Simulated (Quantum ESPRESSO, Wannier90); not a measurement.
# Wannier functions of NaCl (rock salt)

```yaml
crystal:
  lattice:
    - [0.00000, 2.79406, 2.79406]
    - [2.79406, 0.00000, 2.79406]
    - [2.79406, 2.79406, 0.00000]
  atoms:
    - { symbol: Na, position: [0.00000, 0.00000, 0.00000] }
    - { symbol: Cl, position: [0.50000, 0.50000, 0.50000] }
```

Cell from Materials Project (mp-22862), symmetrised, no further relaxation. COD (Crystallography Open Database) has an entry of this formula and space group (matched by these alone). Computed values, not measurements, from PBEsol: Quantum ESPRESSO (norm-conserving PseudoDojo potentials, cutoff 71 Ry, no spin polarisation, no spin-orbit coupling) on a Γ-centred 8×8×8 mesh, then Wannier90. Density: 10×10×10 mesh, cold smearing 0.01 Ry.

Functional, cutoff and mesh named above are those of the base row (PBEsol); the first column says what each row takes instead. Model: 4 functions from bands 5-8, start SCDM (isolated) (the valence bands). Energies are relative to the valence-band maximum; the misfit is to pw.x on a path, for all bands of the set. The functional changes, each with its own PseudoDojo files and their cutoffs, on the same cell. Ω_total can sit in another minimum from row to row; Ω_I of an isolated set cannot.

```tsv
functional	Ω_I (Å²)	Ω_total (Å²)	rms misfit (meV)	gap (eV)	bottom of band 5 (eV)
LDA	3.41	4.22	0.1	4.80	-12.67
PBE	3.31	4.12	0.1	5.22	-12.72
PBEsol	3.35	4.17	0.1	5.04	-12.70
```
